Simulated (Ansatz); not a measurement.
Sb:
Space group I4/mmm (No. 139); a = 3.145 Å, b = 3.145 Å, c = 5.352 Å, α = 90.00°, β = 90.00°, γ = 90.00°

| atom | site | symmetry | x | y | z |
|---|---|---|---|---|---|
| Sb | 2a | 4/mmm | 0.0000 | 0.0000 | 0.0000 |
(The calculation used a cell of 1 atom; values per cell refer to that cell.)

Relaxed with PBEsol.

### Question
Which orbitals make up the states near the Fermi level in plane-wave PAW PBEsol (Ansatz code)?

### Answer
Within 0.5 eV of the Fermi level: Sb 5p 89 %, Sb 5s 6 %. Projections are on Löwdin-orthogonalised atomic valence shells; empty p or d shells of many metals are not among them.

### Question
Tabulate the density of states.

### Answer
States/eV per cell of 1 atom, in 0.25 eV bins, energy from the Fermi level.

```tsv
E (eV)	total	Sb 5p	Sb 5s
-7.85	0.29	0.04	0.24
-7.60	0.24	0.03	0.21
-7.35	0.20	0.02	0.18
-7.10	0.17	0.02	0.16
-6.85	0.15	0.01	0.14
-6.60	0.03	0.00	0.03
-6.35	0.00	0.00	0.00
-6.10	0.00	0.00	0.00
-5.85	0.05	0.05	0.00
-5.60	0.16	0.16	0.00
-5.35	0.25	0.23	0.01
-5.10	0.31	0.30	0.02
-4.85	0.38	0.36	0.02
-4.60	0.48	0.44	0.04
-4.35	0.61	0.56	0.05
-4.10	0.67	0.61	0.06
-3.85	0.75	0.67	0.07
-3.60	0.61	0.53	0.08
-3.35	0.53	0.45	0.08
-3.10	0.45	0.37	0.08
-2.85	0.49	0.41	0.07
-2.60	0.53	0.45	0.07
-2.35	0.54	0.46	0.07
-2.10	0.54	0.47	0.07
-1.85	0.55	0.47	0.06
-1.60	0.56	0.49	0.06
-1.35	0.57	0.50	0.06
-1.10	0.59	0.52	0.05
-0.85	0.58	0.50	0.05
-0.60	0.58	0.51	0.05
-0.35	0.61	0.54	0.05
-0.10	0.65	0.57	0.04
0.15	0.72	0.64	0.04
0.40	0.79	0.71	0.04
0.65	0.76	0.69	0.03
0.90	0.74	0.67	0.03
1.15	0.74	0.67	0.03
1.40	0.74	0.67	0.03
1.65	0.75	0.69	0.02
1.90	0.78	0.72	0.02
2.15	0.67	0.61	0.02
2.40	0.59	0.54	0.02
2.65	0.54	0.49	0.02
2.90	0.50	0.46	0.02
3.15	0.47	0.42	0.01
3.40	0.44	0.40	0.01
3.65	0.42	0.37	0.01
3.90	0.42	0.35	0.01
4.15	0.43	0.33	0.01
4.40	0.44	0.31	0.01
4.65	0.46	0.29	0.01
```

The workflow started from an entry of the Crystallography Open Database (COD), which files this formula under 5 space groups. It is not the phase usual at ambient conditions (space group No. 166). The PBEsol relaxation kept the symmetry of its start. At this level the phase is mechanically unstable. The volume moved by 18 % from the start of the relaxation. Scalar-relativistic: spin–orbit coupling is off unless named, which matters more the heavier the elements.

Potentials: the later of the program's two PAW sets.
